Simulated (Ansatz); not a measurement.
KZnF$_{3}$ (cubic perovskite)

```
CELL_PARAMETERS angstrom
      4.05234     0.00000     0.00000
      0.00000     4.05234     0.00000
      0.00000     0.00000     4.05234
ATOMIC_POSITIONS crystal
  K  0.00000 0.00000 0.00000
  Zn 0.50000 0.50000 0.50000
  F  0.00000 0.50000 0.50000
  F  0.50000 0.00000 0.50000
  F  0.50000 0.50000 0.00000
```

In this cell atom 1 (K, nearest neighbour F at 2.865 Å; its periodic images, 4.1 Å or more away, move with it) is moved by u·(1.000, 0.000, 0.000) + v·(0.000, 1.000, 0.000); the rest is frozen.

These are PBEsol (plane waves to 420 eV, PAW, scalar-relativistic; Ansatz, a quantum-chemistry and plane-wave program) values and carry that method's errors. k mesh 7×7×7 (Γ-centred), Fermi-Dirac smearing 0.05 eV. Fu and Fv are the components of the force on the atom. KZnF3 was relaxed with its symmetry unable to fall. 

Task: Estimate the Fu (eV/Å) for all points of the grid u = -0.430, -0.215, 0.000, 0.215, 0.430 by v = -0.430, -0.215, 0.000, 0.215, 0.430.

Result: Fu (eV/Å), with u across and v down:

| v \ u | -0.430 | -0.215 | 0.000 | 0.215 | 0.430 |
|---|---|---|---|---|---|
| -0.430 | 1.44 | 0.61 | 0.00 | -0.61 | -1.44 |
| -0.215 | 0.96 | 0.41 | 0.00 | -0.41 | -0.96 |
| 0.000 | 0.82 | 0.35 | 0.00 | -0.35 | -0.82 |
| 0.215 | 0.96 | 0.41 | 0.00 | -0.41 | -0.96 |
| 0.430 | 1.44 | 0.61 | 0.00 | -0.61 | -1.44 |

(For displaced atoms, the force is minus the slope of the energy, and its curvature is a force constant, which sets phonon frequencies.)
